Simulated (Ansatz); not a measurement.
Consider the following.

InGaP₂:
```
CELL_PARAMETERS angstrom
      1.99953     1.15443     6.56067
     -1.99953     1.15443     6.56067
      0.00000    -2.30886     6.56067
ATOMIC_POSITIONS crystal
  In 0.49930 0.49930 0.49930
  Ga 0.99995 0.99995 0.99995
  P  0.88063 0.88063 0.88063
  P  0.37014 0.37014 0.37014
```

This is the PBEsol-relaxed structure. x, y and z are the axes in which the lattice vectors are written.

**Question.** All from plane-wave PAW PBEsol (Ansatz code), unless another level is named. Predict the hole effective mass, band 1 of 2 at the edge.

**Answer.** 0.59 along x, 1.00 along z (mₑ).

**Question.** And the hole effective mass with spin–orbit coupling?

**Answer.** 0.11, 0.11, 1.0 mₑ (principal values).

**Question.** Give the HSE06 gap on the PBEsol cell.

**Answer.** 1.55 eV.

**Question.** Next, the weight of the valence-edge state by species (Voronoi cells)?

**Answer.** P 80 %, In 14 %, Ga 6 %.

**Question.** Predict the weight of the conduction-edge state by species (Voronoi cells).

**Answer.** P 45 %, Ga 43 %, In 12 %.

Space group R3m. The first step of the workflow began from a Materials Project structure, measured or hypothetical; the Crystallography Open Database copy checked does not list it. With In and Ga taken as one species the cell has the higher symmetry F-43m, so it may be an ordered model of a mixed-site phase. Whether it is the stable phase at ambient conditions was not checked. Symmetry was held in the PBEsol relaxation; of distortions, only those at the zone centre were tested. Scalar-relativistic: spin–orbit coupling is off unless named, which matters more the heavier the elements.

Potentials: the later of the program's two PAW sets.
